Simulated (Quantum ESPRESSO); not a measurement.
Ta2MoMg2ReHf2, different elements on one site, starting from this cell

A calculation, not a measurement. The program is pw.x of Quantum ESPRESSO 7.5 (plane-wave density functional theory). The cell is made up: eight metal atoms on a hexagonal close-packed lattice, with elements, volume, strain and displacements drawn at random and not relaxed, so it may be unstable or far from any real phase. PseudoDojo standard norm-conserving files set the functional (PBE unless stated); there is no spin polarisation or spin-orbit coupling, the Fermi-Dirac width of 0.25 eV means electrons at about 2900 K, and the masses in the input are unused placeholders. Heavy elements are run without spin-orbit coupling, which real alloys of them have. A spin test at this wide smearing found no moment, but such smearing suppresses magnetism that the real alloy may have.

The runs put different elements on site 5. Cell, positions, cutoff, mesh and smearing stay as in the input of run 1; sites are counted in its order. Stress in the tables is positive in tension.

Input of run 1:

```
&control calculation='scf', pseudo_dir='./dojo.nc.sr.pbe.v0_5.standard.upf', outdir='./o', disk_io='minimal', tprnfor=.true., tstress=.true. /
&system ibrav=0, nat=8, ntyp=5, nbnd=66, ecutwfc=84.00895049, nosym=.true., tot_charge=0,
 occupations='smearing', smearing='fd', degauss=0.0183746611
/
&electrons conv_thr=1.470e-08, electron_maxstep=70, mixing_beta=0.5 /
ATOMIC_SPECIES
Hf 1.0 Hf.upf
Mg 1.0 Mg.upf
Mo 1.0 Mo.upf
Re 1.0 Re.upf
Ta 1.0 Ta.upf
CELL_PARAMETERS angstrom
3.0112 -0.0026 -0.0086
-0.0044 5.1591 -0.0082
-0.0286 -0.0157 9.8828
ATOMIC_POSITIONS angstrom
Ta -0.0889 0.0109 0.0258
Mo 0.0019 -0.0862 4.9097
Mg -0.084 1.6659 2.3178
Mg -0.0228 1.6952 7.4476
Re 1.4822 2.6519 -0.079
Hf 1.5883 2.5769 4.901
Hf 1.5551 4.3137 2.5042
Ta 1.3893 4.2613 7.3019
K_POINTS automatic
8 5 3 1 1 1
```

```
run  elements on sites 1 to 8  -TS (eV)  pressure (GPa)  stress xx (GPa)  stress yy (GPa)  stress zz (GPa)  stress yz (GPa)  stress xz (GPa)  stress xy (GPa)  iterations
  1   Ta Mo Mg Mg Re Hf Hf Ta    -1.728           -3.13             4.64             2.26             2.48            -0.51             0.62             0.35          19
  2   Ta Mo Mg Mg Hf Hf Hf Ta    -1.740            5.60            -3.22            -7.97            -5.60            -0.33             0.57             0.20          17
  3   Ta Mo Mg Mg Al Hf Hf Ta    -1.590            0.58             2.47            -3.97            -0.24            -0.14             0.77            -0.02          17
```

Forces Fx Fy Fz (eV/Å):

```
site             run 1              run 2              run 3
   1  0.13 -0.56 -1.25   0.32 -0.45 -1.04   0.18 -0.69 -1.02
   2    0.16 0.16 0.55     0.19 0.15 0.58     0.21 0.08 0.60
   3    0.44 0.57 0.03     0.47 0.25 0.83     0.43 0.44 0.32
   4  -0.11 -0.15 0.30  -0.12 -0.42 -0.59   -0.09 -0.20 0.04
   5    0.03 0.46 0.01   -0.17 -0.07 0.06  -0.10 -0.14 -0.03
   6  -0.16 -0.73 0.18   -0.14 -0.84 0.11   -0.16 -0.71 0.14
   7  -0.45 0.02 -0.61   -0.49 0.51 -0.11   -0.45 0.44 -0.24
   8   -0.04 0.24 0.80    -0.07 0.86 0.18    -0.02 0.78 0.18
```

Energies are left out, as each element's file has its own zero. A rerun of one cell of this series at a higher cutoff and on a denser mesh moved values by no more than 0.005 eV in energy, 0.08 GPa in stress and 0.012 eV/Å in force, and a second program with other atomic files agreed on that cell to 2 % rms in force and 0.5 GPa in pressure.